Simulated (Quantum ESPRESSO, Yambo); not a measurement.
## KHgF$_{3}$: DFT and GW levels

```cif
data_F3HgK
_chemical_formula_sum 'F3 K1 Hg1'
_space_group_name_H-M_alt 'P 1'
_space_group_IT_number 1
_cell_length_a 4.53260
_cell_length_b 4.53260
_cell_length_c 4.52439
_cell_angle_alpha 90.000
_cell_angle_beta 90.000
_cell_angle_gamma 90.110
loop_
_space_group_symop_operation_xyz
  'x, y, z'
loop_
_atom_site_label
_atom_site_type_symbol
_atom_site_fract_x
_atom_site_fract_y
_atom_site_fract_z
_atom_site_occupancy
F1 F 0.00000 0.50000 0.00000 1
F2 F 0.50000 0.00000 0.00000 1
F3 F 0.50000 0.50000 0.50000 1
K1 K 0.00000 0.00000 0.50000 1
Hg1 Hg 0.50000 0.50000 0.00000 1
```

The geometry is that of Materials Project entry mp-7483, symmetrised and not relaxed again.

Starting point: PBEsol (pw.x of Quantum ESPRESSO, ONCV potentials, no spin-orbit coupling). G0W0 in Yambo: 2×2×2 Γ-centred k mesh, bands 5 to 142 and a 7 Ry block in the screening, 142 bands in G with the Bruneval-Gonze terminator, plasmon pole fitted at 27.2 eV.

```
Property                                                              Value
------------------------------------------------------------------  -------
PBEsol gap along the band path                                      0.41 eV
PBEsol gap between the mesh's edge points ((-0.5, -0.5, -0.5) → Γ)  0.41 eV
G0W0 gap between the same points                                    2.35 eV
PBEsol smallest direct gap on the mesh (at Γ)                       2.97 eV
G0W0 direct gap at that point                                       5.52 eV
```

```tsv
k point	band	E PBEsol (eV)	E QP (eV)	shift (eV)	Z
Γ	VB	-2.55	-4.15	-1.59	0.77
Γ	CB	0.41	1.37	0.96	0.85
(0, 0, -0.5)	VB	-2.12	-3.70	-1.58	0.78
(0, 0, -0.5)	CB	3.07	4.28	1.21	0.82
(0, -0.5, 0)	VB	-2.11	-3.67	-1.56	0.78
(0, -0.5, 0)	CB	3.05	4.25	1.20	0.83
(0, -0.5, -0.5)	VB	0.00	-0.97	-0.96	0.80
(0, -0.5, -0.5)	CB	4.36	5.83	1.47	0.82
(-0.5, -0.5, 0)	VB	-0.01	-0.99	-0.97	0.80
(-0.5, -0.5, 0)	CB	4.35	5.82	1.47	0.82
(-0.5, -0.5, -0.5)	VB	0.00	-0.98	-0.98	0.80
(-0.5, -0.5, -0.5)	CB	5.63	7.32	1.69	0.80
```

Energies count from the PBEsol valence-band maximum.

Nearest settings tried, and what they do to the gap: 95 bands in G: +20 meV; 95 bands in W, 95 bands in G: +111 meV; 6 Ry block (175 vectors against 191): +7 meV. Not varied: mesh. So the settings aren't converged at that level. The k mesh is coarse.

Without spin-orbit coupling, band edges of such heavy elements can be off by tenths of an eV.
